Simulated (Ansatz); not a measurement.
Ca: work and stress of cleavage

These are results of DFT PBEsol, scalar-relativistic, plane waves, PAW (Ansatz 0.2.0), not measurements. The runs took a 420 eV cutoff, a Γ-centred 17×17×5 mesh and Gaussian smearing (0.15 eV). No spin polarisation. Energies are free energies at this smearing, counted from the undisturbed cell; pressure is positive in compression.

The undisturbed cell (relaxed at this level; this bcc form isn't the usual structure):

```
Ca
1.0
    -2.16376   -2.16376   -2.15304
    -2.16376   -2.16376    2.15304
    -8.65504    8.65504    0.00000
Ca
4
Cartesian
  -1.0819 1.0819 0.0000
  -9.7369 5.4094 0.0000
  -5.4094 5.4094 0.0000
  -5.4094 1.0819 0.0000
```

The cut lies on the cell's a–b face, a (-1 1 0) plane (indices in the standard cell, whose axes needn't be the Cartesian ones shown) of area 13.18 Å², between layers 3.06 Å apart. Vector c is lengthened by d along the normal with the atoms' Cartesian places fixed: one unrelaxed cut a cell. The traction is positive where the two halves pull on each other.

```csv
d (Å),energy (J/m²),traction (GPa)
-0.30,0.06,-4.38
-0.15,0.01,-1.96
0.00,0.00,-0.05
0.25,0.03,2.21
0.50,0.10,3.55
0.75,0.20,4.20
1.00,0.31,4.35
1.50,0.52,3.85
2.00,0.69,2.98
3.00,0.90,1.44
4.50,1.02,0.31
6.00,1.04,0.03
```

Problem. What are the work of separation and the cleavage stress, and do they fit the universal binding curve?

Solution. The energy levels off near W ≈ 1.04 J/m² (the traction is down to 0.03 GPa), the energy of the two unrelaxed faces, 0.52 J/m² each on average. The largest sampled traction is 4.35 GPa at d = 1.00 Å, and a parabola through it and its two neighbours peaks at σ_max ≈ 4.36 GPa, d ≈ 1.02 Å. The curve E = W[1 − (1 + d/ℓ)exp(−d/ℓ)] peaks in traction at d = ℓ with σ_max = W/(eℓ); with 1 J/m² per Å = 10 GPa this W and σ_max give ℓ = 0.88 Å. A parabola through that curve at the same three d peaks at 0.89 Å, against 1.02 Å here, a fair fit. Real crystals break at far lower stress, because cracks concentrate it, and on the plane of lowest W, which needn't be this one.

The cut is rigid; relaxing the faces lowers these energies and usually the stresses.

In a metal these slopes depend on the k mesh and the smearing.

Cost: 12 runs of about 10 core-minutes in all, on Intel Xeon (Skylake/Cascade Lake) (shared hosts).